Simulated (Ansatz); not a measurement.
An Ansatz (an electronic-structure program) input:

Ansatz 0.2 input:
```yaml
crystal:
  lattice:
    - [-1.947763597, 1.947763597, 6.4583567574]
    - [1.947763597, -1.947763597, 6.4583567574]
    - [1.947763597, 1.947763597, -6.4583567574]
  atoms:
    - { symbol: Sr, position: [0.351180195, 0.351180195, 0.0] }
    - { symbol: Sr, position: [0.648819805, 0.648819805, 0.0] }
    - { symbol: Mo, position: [0.0, 0.0, 0.0] }
    - { symbol: O, position: [0.5, 0.0, 0.5] }
    - { symbol: O, position: [0.0, 0.5, 0.5] }
    - { symbol: O, position: [0.8367919433, 0.8367919433, 0.0] }
    - { symbol: O, position: [0.1632080567, 0.1632080567, 0.0] }
kpoints:
  mp_grid: { grid: [11, 11, 11] }
  band_path:
    path:
      - [[0.0, 0.0, 0.0], [0.0, 0.0, 0.5], [0.25, 0.25, 0.25], [0.0, 0.5, 0.0], [0.0, 0.0, 0.0], [0.5, 0.5, -0.5], [0.2727388468, 0.7272611532, -0.2727388468]]  # Γ-X-P-N-Γ-M-S
      - [[-0.2727388468, 0.2727388468, 0.2727388468], [0.0, 0.0, 0.0]]  # S_0-Γ
      - [[0.0, 0.0, 0.5], [-0.0454776935, 0.0454776935, 0.5]]  # X-R
      - [[0.5, 0.5, -0.0454776935], [0.5, 0.5, -0.5]]  # G-M
    npoints: 8
hamiltonian:
  xc: r2scan
  pseudopotentials: { kind: paw }
magnetization: { noncollinear: true, spin_orbit: true }
scf:
  n_extra_bands: 14
  convergence: { dr2_threshold: 0.0000000001 }
  occupations: { method: gaussian, width: 0.05 }
output: { eigenvalues: true }
```

How many symmetry operations and irreducible k-points will the run report?

16 operations, 126 of 1331 k-points.

With a cutoff of 500 eV, how many plane waves at Γ?

2495.

It took roughly 14 core-minutes on shared server cores.

Space group I4/mmm. The workflow started from a Materials Project entry (that database holds measured and hypothetical structures alike); the Crystallography Open Database copy checked does not list it. Whether it is the stable phase at ambient conditions was not checked. The r²SCAN relaxation kept the symmetry of its start; its stability against distortions is not shown here. The run is not spin-polarised. No Hubbard U is applied.

Potentials: the later of the program's two PAW sets.

Ansatz is a plane-wave DFT program.
